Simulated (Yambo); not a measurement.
G0W0@PBEsol for ZnCl₂ (space group P4_2/nmc, No. 137) in Yambo. Reference settings: 4×4×1 Γ-centred k mesh, bands 9 to 221 and a 7 Ry block in the screening, 221 bands in G with the Bruneval-Gonze terminator, plasmon pole fitted at 27.2 eV. The PBEsol gap Γ → Γ on this mesh is 3.76 eV; G0W0 gaps are taken between the same points.

| change from the reference | G0W0 gap Γ → Γ (eV) | shift of the valence edge (eV) |
|---|---|---|
| reference settings | 6.32 | -1.65 |
| 3 Ry block, no terminator | … | -1.40 |
| wavefunctions cut at 20 Ry | 6.19 | -1.42 |
| 62 bands in W, 62 bands in G, 6 Ry block | 6.59 | -1.33 |
| exchange cut at 5 Ry | 5.54 | 0.14 |
| no terminator | 6.30 | -1.53 |
| 89 bands in W, 89 bands in G, 6 Ry block | 6.44 | -1.47 |
| 2 Ry block | … | -1.44 |

Task: Estimate the withheld gaps from the other rows; the computed values follow.

Result: 
- 3 Ry block, no terminator, G0W0 gap Γ → Γ (eV): 6.16
- 2 Ry block, G0W0 gap Γ → Γ (eV): 6.21

The reference isn't shown to be the converged limit.

Geometry of the Materials Project entry, not relaxed at this level; primitive cell a = 3.685 Å, b = 3.685 Å, c = 10.887 Å, α = 90.00°, β = 90.00°, γ = 90.00°.

A shift is the quasiparticle energy of the state minus its PBEsol energy.

The distance between layers or molecules is the database entry's, not relaxed here. Functionals without dispersion can leave it too large, which widens gaps and weakens the response across layers: the numbers belong to this cell.
